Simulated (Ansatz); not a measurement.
Computed with DFT PBE, scalar-relativistic, plane waves, PAW in Ansatz 0.2.0. All cells share a 420 eV cutoff and Γ-centred k meshes spaced at most about 0.3 Å⁻¹ (about 0.25 or finer for metals, 2π included). No spin polarisation in the final relaxations.

Temperature and zero-point effects are left out.

Two relaxed structures of Hf2SiOF2:

1.

```cif
data_structure
_symmetry_space_group_name_H-M 'P4/mmm'
_symmetry_Int_Tables_number 123
_cell_length_a 4.3329
_cell_length_b 4.3329
_cell_length_c 4.5314
_cell_angle_alpha 90.000
_cell_angle_beta 90.000
_cell_angle_gamma 90.000
_cell_volume 85.07
loop_
_atom_site_label
_atom_site_type_symbol
_atom_site_symmetry_multiplicity
_atom_site_Wyckoff_symbol
_atom_site_fract_x
_atom_site_fract_y
_atom_site_fract_z
_atom_site_occupancy
Hf1 Hf 2 e 0.00000 0.50000 0.50000 1
Si1 Si 1 a 0.00000 0.00000 0.00000 1
O1 O 1 b 0.00000 0.00000 0.50000 1
F1 F 2 h 0.50000 0.50000 0.73517 1
```

2.

```cif
data_structure
_symmetry_space_group_name_H-M 'P-4m2'
_symmetry_Int_Tables_number 115
_cell_length_a 3.1782
_cell_length_b 3.1782
_cell_length_c 7.9409
_cell_angle_alpha 90.000
_cell_angle_beta 90.000
_cell_angle_gamma 90.000
_cell_volume 80.21
loop_
_atom_site_label
_atom_site_type_symbol
_atom_site_symmetry_multiplicity
_atom_site_Wyckoff_symbol
_atom_site_fract_x
_atom_site_fract_y
_atom_site_fract_z
_atom_site_occupancy
Hf1 Hf 2 g 0.50000 0.00000 0.33783 1
Si1 Si 1 b 0.50000 0.50000 0.00000 1
O1 O 1 a 0.00000 0.00000 0.00000 1
F1 F 2 g 0.50000 0.00000 0.70772 1
```

Question: Which is lower in energy, and by how much?

Answer: Cell 1 is lower, by 276 meV/atom. Cell 1 has space group P4/mmm (No. 123), 14.2 Å³/atom and no gap on its mesh; cell 2 has space group P-4m2 (No. 115), 13.4 Å³/atom and no gap. Counting F or O atoms around Hf and Si (for each partner element, those within 1.25 times its shortest distance or 1.15 times the sum of covalent radii, where it is the nearest in units of that sum or under 1.3; a plus sign parts groups by distance over the sum of covalent radii; the shortest distance is added where it exceeds 1.18 times the sum of covalent radii), cell 1 has Hf 2+4, Si 2 from 2.3 Å and cell 2 has Hf 4+2, Si 4 from 2.2 Å. The lower one is the more open, so pressure narrows the difference. In cell 1, around Hf lie 2 O at 2.17 Å, 4 F at 2.41 Å, 4 Hf at 3.06 Å and 4 Si at 3.13 Å; Si is surrounded by 2 O at 2.27 Å and 8 Hf at 3.13 Å; O has 4 Hf at 2.17 Å and 2 Si at 2.27 Å; F is surrounded by 1 F at 2.13 Å, 1 F at 2.40 Å and 4 Hf at 2.41 Å. In cell 2, Hf has 4 F at 2.28 Å, 1 F at 2.94 Å, 2 O at 3.12 Å, 2 Si at 3.12 Å and 4 Hf at 3.18 Å; around Si lie 4 O at 2.25 Å, 4 F at 2.81 Å and 4 Hf at 3.12 Å; O is surrounded by 4 Si at 2.25 Å; F is surrounded by 4 Hf at 2.28 Å. Both come from invented guesses. A third cell relaxed alike, in P4mm, lies 0.65 eV/atom below the lower of the two.

Spin–orbit coupling, which can matter for Hf, is left out. Cells relaxed within their symmetry can be saddle points.
